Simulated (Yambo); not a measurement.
Quantum ESPRESSO input (LDA, PseudoDojo standard norm-conserving files, scalar-relativistic) whose wavefunctions are converted with p2y:

```
&CONTROL
  calculation = 'nscf'
  pseudo_dir = './pseudo'
  outdir = './out'
/
&SYSTEM
  ibrav = 0
  nat = 10
  ntyp = 4
  ecutwfc = 84.0
  ecutrho = 336.0
  occupations = 'fixed'
  force_symmorphic = .true.
  nbnd = 298
/
&ELECTRONS
  conv_thr = 1e-08
  diago_full_acc = .true.
  diago_thr_init = 1e-08
/
ATOMIC_SPECIES
Li 6.9400 Li.upf
F 18.9984 F.upf
As 74.9216 As.upf
Rb 85.4678 Rb.upf
CELL_PARAMETERS angstrom
  0.000000000000   4.262695000000   4.262695000000
  4.262695000000   0.000000000000   4.262695000000
  4.262695000000   4.262695000000   0.000000000000
ATOMIC_POSITIONS crystal
Li   0.500000000000   0.500000000000   0.500000000000
F   0.244890000000   0.244890000000   0.755110000000
F   0.755110000000   0.755110000000   0.244890000000
F   0.755110000000   0.244890000000   0.244890000000
F   0.244890000000   0.755110000000   0.755110000000
F   0.244890000000   0.755110000000   0.244890000000
F   0.755110000000   0.244890000000   0.755110000000
As   0.000000000000   0.000000000000   0.000000000000
Rb   0.250000000000   0.250000000000   0.250000000000
Rb   0.750000000000   0.750000000000   0.750000000000
K_POINTS automatic
1 1 1 0 0 0
```

Yambo's initialisation report on symmetry, reciprocal space, the k grid and the gaps on this mesh:

```
  [02.02] Symmetries
  ==================

  Inversion symmetry    : yes
  Spatial inversion     : yes
  Inversion index       :  25
  K-space Time-reversal : no
  Magnetic symmetries   : no
  Group table correct   : yes
  Symmetries units      :  [cc]

  [02.03] Reciprocal space
  ========================

  nG shells         :   738
  nG charge         :  108523
  nG WFs            :  13635
  nC WFs            :  13635
  G-vecs. in first 73 shells:  [ Number ]
     1    9   15   27   51   59   65   89  113
    137   169   181   229   259   283   307   331   339
    387   411   459   531   537   561   609   645   701
    725   749   821   869   893   941   965  1037  1067
   1139  1211  1243  1291  1363  1411  1459  1471  1591
   1639  1687  1759  1807  1837  1893  1917  1989  2085
   2109  2133  2229  2277  2397  2421  2445  2565  2637
   2685  2733  2741  2837  2891  2975  3071  3119  3143
    3215
  ...
  Shell energy in first 73 shells:  [ mHa ]
    0.00000      228.152      304.203      608.406      836.558      912.609      1216.81      1444.96      1521.01
    1825.22      2053.37      2433.62      2661.78      2737.83      3042.03      3270.18      3346.23      3650.44
    3878.59      3954.64      4258.84      4486.99      4867.25      5095.40      5171.45      5475.65      5703.81
    5779.86      6084.06      6312.21      6388.26      6692.47      6920.62      7300.87      7529.02      7605.07
    7909.28      8137.43      8213.48      8745.84      8821.89      9126.09      9354.24      9734.50      9962.65
    10038.7      10342.9      10571.1      10647.1      10951.3      11179.5      11255.5      11559.7      11787.9
    12168.1      12396.3      12472.3      12776.5      13004.7      13080.7      13384.9      13613.1      13689.1
    13993.3      14221.5      14601.7      14829.9      14905.9      15210.1      15438.3      15514.4      15818.6
    16046.7
  ...

  [02.04] K-grid lattice
  ======================

  Compatible Grid is   : 0D
  K lattice UC volume  :  0.237280 [a.u.]

  IBZ K-points                                      :  1
  BZ  K-points                                      :  1

  K/Q-points units:
  rlu = crystal or reduced units; cc = cartesian coordinates; iku = interal k-units

  K [1]          [rlu]:  0.000000  0.000000  0.000000
         WF components:  13635

  [02.05] Energies & Occupations
  ==============================

  [X] === General ===
  [X] Electronic Temperature                        :  0.000000  0.000000 [eV K]
  [X] Bosonic    Temperature                        :  0.000000  0.000000 [eV K]
  [X] Finite Temperature mode                       : no
  [X] El. density                                   :  0.50351E+24 [cm-3]
  [X] Fermi Level                                   :  2.629565 [eV]

  [X] === Gaps and Widths ===
  [X] Conduction Band Min                           :  5.377269 [eV]
  [X] Valence Band Max                              :  0.000000 [eV]
  [X] Filled Bands                                  :   39
  [X] Empty Bands                                   :   40  298
  [X] Direct Gap                                    :  5.377269 [eV]
  [X] Direct Gap localized at k                     :  1
```
The gaps are LDA values on this mesh alone; only operations without fractional translations are kept.

Spin-orbit coupling is not included.

Geometry of the Materials Project entry, not relaxed at this level.
